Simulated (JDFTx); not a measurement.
System: AlRu(100) (Pm-3m bulk; lattice of mp-542569, not re-optimised at this level), 1x1 cell of 7 atoms in 7 planes (Al outermost, slab composition Al4Ru3), area 8.90 Å² a face, 8.6 Å between the outermost planes in a cell 24.9 Å high; k mesh 8×8×1, Fermi width 0.01 Ha, no spin polarisation. Whether this polymorph is the ambient one wasn't checked.

Profiles through the double layer of this slab, charged, in CANDLE, water, 1 M NaCl; PBE, GBRV ultrasoft potentials, plane waves to 20/100 Ha, a modified build of JDFTx. z is the height above the outermost atoms, φ the plane-averaged electrostatic potential energy of an electron (zero in the bulk liquid), ρ_b the bound charge of solvent and ions, s the cavity shape function (0 in the solid, 1 in the liquid).

```csv
z (Å),n (e/Å³),s,φ (eV),ρ_b (10⁻³ e/Å³)
1.00,0.0721,0.00,-2.417,-0.11
1.46,0.0274,0.00,-1.207,-3.47
1.92,0.0084,0.01,-0.274,-9.77
2.38,0.0023,0.13,-0.085,-1.67
2.84,0.0006,0.40,-0.055,0.21
3.30,0.0002,0.70,-0.043,0.07
3.76,0.0001,0.93,-0.036,0.01
4.23,0.0000,1.00,-0.030,0.00
4.69,0.0000,1.00,-0.026,-0.01
5.15,0.0000,1.00,-0.022,-0.01
5.61,0.0000,1.00,-0.019,-0.01
6.07,0.0000,1.00,-0.017,-0.01
6.53,0.0000,1.00,-0.014,-0.01
6.99,0.0000,1.00,-0.012,-0.01
7.45,0.0000,1.00,-0.011,-0.01
7.91,0.0000,1.00,-0.009,-0.01
```

Problem. Is the electrode positively or negatively charged, and roughly by how much?

Solution. Positively: σ = 10.9 μC/cm² per face. The liquid's bound charge is of the opposite sign overall, and far from the surface φ decays with the screening length (3.0 Å).
